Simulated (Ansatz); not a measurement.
**How far is PAW off for W?**

```
W
1.0
     0.04060    2.05030    2.05030
     2.05030    0.04060    2.05030
     2.05030    2.05030    0.04060
W
1
Direct
  0.00000 0.00000 0.00000
```

The cell comes from COD entry 1534935, which wasn't checked; take it as a given geometry. The listed cell was then made from it by scaling, straining or moving an atom.

No spin–orbit coupling, which matters for the heavy atoms here.

Methods: DFT, PBEsol, PAW with Ansatz's default frozen-core files, scalar-relativistic (Ansatz 0.2.0); DFT, PBEsol, all-electron LAPW, scalar-relativistic (Ansatz 0.2.0).

For PAW: a Γ-centred 14×14×14 k mesh, Fermi–Dirac smearing of 0.05 eV, cutoff 420 eV, no spin polarisation; the PAW files were made with PBE, and the program remakes their frozen cores for this functional. LAPW targets a basis error of 1 meV/atom. The Ansatz runs share mesh, smearing and spin set-up. Plane-wave (PAW) pressures include the program's estimate of the Pulay term.

Stress and pressure are positive in compression.

The change that made this cell: equal xy, yz and zx engineering shear strains of +2 %.

PAW results:

```tsv
quantity	PAW
pressure (GPa)	-12.29
stress yz (GPa)	1.58
stress xz (GPa)	1.58
stress xy (GPa)	1.58
```

**Question.** What does full-potential LAPW give for the same quantities?

**Answer.** 
```tsv
quantity	LAPW
pressure (GPa)	-12.19
stress yz (GPa)	1.58
stress xz (GPa)	1.58
stress xy (GPa)	1.58
```
